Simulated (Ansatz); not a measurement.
Trial structure of Sc₃BAu, not yet relaxed:

Space group P6_3/mmc (No. 194). a = 7.004 Å, b = 7.004 Å, c = 5.884 Å, α = 90.00°, β = 90.00°, γ = 120.00°
```tsv
atom	site	symmetry	x	y	z
Sc	6h	mm2	0.8333	0.6667	0.7500
B	2a	-3m.	0.0000	0.0000	0.0000
Au	2d	-6m2	0.3333	0.6667	0.7500
```

Method: DFT PBE, scalar-relativistic, plane waves, PAW (Ansatz 0.2.0). Settings: cutoff 420 eV, Γ-centred mesh 3×3×4 on the computed 10-atom cell, Gaussian smearing of 0.10 eV; no spin polarisation.

Formation energies are uncorrected and refer to the elements' standard structures at the same level.

Task: How far from equilibrium is it?

Result: The pressure is -12.8 GPa (the mean over three directions, positive in compression), the largest force is 0.90 eV/Å, and the energy is −0.07 eV/atom against the elements. The shortest distance is 2.50 Å.

Task: How much does it gain on relaxing, and where does it end?

Result: Relaxing gains about 0.34 eV/atom (the start's value is from the coarse mesh, so the gain is rough) in 20 ionic steps and ends at −0.41 eV/atom on the finer mesh. The symmetry stays P6_3/mmc (No. 194). The volume per atom shrinks by 26.2 %, from 25.0 to 18.4 Å³. The shortest distance goes from 2.50 Å (Sc–B) to 2.25 Å (B–B). The ratio c/a of the conventional cell changes by a factor of 0.78. Conventional cell: a = 6.876 Å, c = 4.505 Å. Around Sc lie 2 B at 2.39 Å, 2 Au at 2.92 Å, 6 Sc at 3.09–3.22 Å, 2 Au at 3.44 Å and 2 Sc at 3.65 Å; B has 2 B at 2.25 Å and 6 Sc at 2.39 Å; Au is surrounded by 6 Sc at 2.92 Å and 6 Sc at 3.44 Å.

The last run used a 6×6×8 mesh (in the run's order of axes) for its 10-atom cell and Gaussian smearing of 0.10 eV. Spin–orbit coupling, which can matter for Au, is left out. The relaxation can't lower the symmetry of the start. Symmetry constrained the relaxation, so the result can be a saddle point.
